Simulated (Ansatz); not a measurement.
# RPA correlation energy of Al

Computed with Ansatz (0.2 early development build): the random-phase approximation on Kohn-Sham orbitals, among the valence electrons of the potentials. The first cell is shown; energies are per atom.

```
CELL_PARAMETERS angstrom
0.00000 2.02300 2.02300
2.02300 0.00000 2.02300
2.02300 2.02300 0.00000
ATOMIC_POSITIONS crystal
Al 0.00000 0.00000 0.00000
```

```
occupations          : Fermi-Dirac
smearing width       : 0.1 eV
plane-wave cutoff    : 560 eV
spin                 : none
long-wavelength term : mesh_fit
```

| atoms | functional | potentials | mesh | bands | response cutoffs (eV) | correlation at each (eV) | extrapolated | result (eV) | time |
| --- | --- | --- | --- | --- | --- | --- | --- | --- | --- |
| 1 | PBE | norm-conserving (standard table) | 8x8x8 | 60 in all | 150 175 200 | -4.965 -4.983 -4.996 | yes | -5.055 | 13 s on 8 threads of Grace (shared host) |

Limits of these runs: no spin-orbit coupling; small test settings, not converged.

Question: How much of the correlation energy lies beyond the highest cutoff in the last run?

Answer: At 200 eV the sum gives -4.996 eV an atom and the result is -5.055 eV, so 1.2 % comes from the extrapolation.
